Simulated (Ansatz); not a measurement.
LaOF:
```yaml
crystal:
  lattice:
    - [4.00104, 0.00000, 0.00000]
    - [0.00000, 4.00104, 0.00000]
    - [0.00000, 0.00000, 5.71191]
  atoms:
    - { symbol: La, position: [0.50000, 0.00000, 0.71801] }
    - { symbol: La, position: [0.00000, 0.50000, 0.28199] }
    - { symbol: O, position: [0.00000, 0.00000, 0.50000] }
    - { symbol: O, position: [0.50000, 0.50000, 0.50000] }
    - { symbol: F, position: [0.50000, 0.50000, 0.00000] }
    - { symbol: F, position: [0.00000, 0.00000, 0.00000] }
```

Relaxed with LDA. Special points in fractions of this cell's reciprocal vectors: Γ (0.000, 0.000, 0.000); X (0.000, 0.500, 0.000); M (0.500, 0.500, 0.000); Z (0.000, 0.000, 0.500); R (0.000, 0.500, 0.500); A (0.500, 0.500, 0.500).

Question: List the band energies nearest the valence-band maximum at these points for the program Ansatz at the LDA level (PAW).

Answer: In eV from the valence-band maximum; about four levels below and three above (degenerate sets whole), none deeper than 8.9 eV; points with the same levels are listed once.

```
k                          below                above
-  -----------------------------  -------------------
Γ  -1.42 -1.42 -1.28 -0.41 -0.41       4.90 4.98 5.18
X        -1.35 -1.35 -0.45 -0.45  4.88 4.88 5.53 5.53
M        -0.60 -0.60 -0.34 -0.34  4.73 4.73 5.25 5.25
Z        -1.51 -1.51 -0.25 -0.25       4.99 5.22 5.48
R        -1.15 -1.15 -0.62 -0.62  4.98 4.98 5.48 5.48
A        -0.61 -0.61 -0.38 -0.38  4.57 4.57 5.37 5.37
```

Space group P4/nmm. The first step of the workflow began from a Materials Project structure, measured or hypothetical; the Crystallography Open Database copy checked does not list it. COD files the formula under space group No. 166, so this cell is another polymorph or a model. Whether it is the stable phase at ambient conditions was not checked. The cell was relaxed with LDA under the symmetry of its start; phonons on a q-mesh show no instability. Scalar-relativistic: spin–orbit coupling is off unless named, which matters more the heavier the elements.

Potentials: the later of the program's two PAW sets.
